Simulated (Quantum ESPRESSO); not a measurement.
# Ta4Sc4: one composition in several site orders

Simulated, not a measurement. The program is pw.x of Quantum ESPRESSO 7.5 (plane-wave density functional theory). The cell is made up: eight metal atoms on a face-centred cubic lattice, with elements, volume, strain and displacements drawn at random and not relaxed, so it may be unstable or far from any real phase. PseudoDojo standard norm-conserving files set the functional (PBE unless stated); there is no spin polarisation or spin-orbit coupling, the Fermi-Dirac width of 0.25 eV means electrons at about 2900 K, and the masses in the input are unused placeholders. Heavy elements are run without spin-orbit coupling, which real alloys of them have. A spin test at this wide smearing found no moment, but such smearing suppresses magnetism that the real alloy may have.

The runs put one composition on the sites in different orders. Cell, positions, cutoff, mesh and smearing stay as in the input of run 1; sites are counted in its order. Stress in the tables is positive in tension.

Input of run 1:

```
&control calculation='scf', pseudo_dir='./dojo.nc.sr.pbe.v0_5.standard.upf', outdir='./o', disk_io='minimal', tprnfor=.true., tstress=.true. /
&system ibrav=0, nat=8, ntyp=2, nbnd=66, ecutwfc=77.98206166, nosym=.true., tot_charge=0,
 occupations='smearing', smearing='fd', degauss=0.0183746611
/
&electrons conv_thr=1.470e-08, electron_maxstep=70, mixing_beta=0.5 /
ATOMIC_SPECIES
Sc 1.0 Sc.upf
Ta 1.0 Ta.upf
CELL_PARAMETERS angstrom
0.0 2.1321 2.1321
0.0 4.2642 -4.2642
-8.5283 -2.1321 2.1321
ATOMIC_POSITIONS angstrom
Ta -0.1075 0.0463 0.1198
Sc -4.1407 -0.071 0.018
Sc -0.0737 2.078 -2.174
Ta -4.3194 2.0999 -2.1172
Ta -6.449 0.0191 2.1383
Ta -2.1336 2.1774 -0.0342
Sc -6.3685 2.1226 0.01
Sc -2.0797 4.3108 -2.1189
K_POINTS automatic
8 4 3 1 1 1
```

```
run  elements on sites 1 to 8  free energy less that of run 1 (eV)  -TS (eV)  pressure (GPa)  stress xx (GPa)  stress yy (GPa)  stress zz (GPa)  stress yz (GPa)  stress xz (GPa)  stress xy (GPa)  iterations
  1   Ta Sc Sc Ta Ta Ta Sc Sc                                0.000    -2.059            7.13            -7.45            -6.91            -7.03             1.90             0.94            -0.75          21
  2   Ta Sc Ta Ta Sc Ta Sc Sc                               -0.027    -2.116            7.75            -9.63            -6.58            -7.04             0.91             0.25            -0.25          22
  3   Sc Ta Sc Ta Ta Sc Sc Ta                                0.228    -2.175            7.36            -9.34            -6.32            -6.41             1.04             0.68            -0.65          22
  4   Ta Sc Ta Sc Ta Sc Sc Ta                                0.051    -2.199            7.99            -9.44            -7.50            -7.04             0.74             0.21             0.06          22
```

Forces Fx Fy Fz (eV/Å):

```
site             run 1              run 2             run 3             run 4
   1   0.80 0.89 -1.00    0.51 0.27 -0.45   0.79 0.15 -0.52   0.86 0.18 -0.32
   2  -0.78 0.35 -0.09   -0.20 0.53 -0.24   -0.79 0.01 0.11  -0.65 -0.24 0.54
   3   0.63 -0.14 0.35     0.28 0.01 0.08    0.63 0.17 0.15   0.78 -0.01 0.03
   4   0.39 0.35 -0.21    0.90 -0.01 0.16   0.37 0.44 -0.36   0.20 0.91 -0.74
   5   0.18 -0.82 0.62   -0.38 -0.42 0.30   0.96 -0.13 0.13  -0.93 -0.20 0.06
   6  -0.41 -0.38 0.14  -0.02 -0.07 -0.08  -0.89 -0.13 0.00   0.44 -0.16 0.03
   7  -0.26 0.12 -0.11   -0.66 0.11 -0.13   0.46 -0.21 0.17  -1.00 -0.17 0.17
   8  -0.55 -0.36 0.30   -0.44 -0.41 0.36  -1.53 -0.29 0.32   0.30 -0.33 0.23
```

The sites are displaced and not relaxed, so the energy differences mix bonding between neighbours with strain and are not ordering energies. A rerun of one cell of this series at a higher cutoff and on a denser mesh moved values by no more than 0.007 eV in energy, 0.05 GPa in stress and 0.003 eV/Å in force, and a second program with other atomic files agreed on that cell to 2 % rms in force and 0.5 GPa in pressure.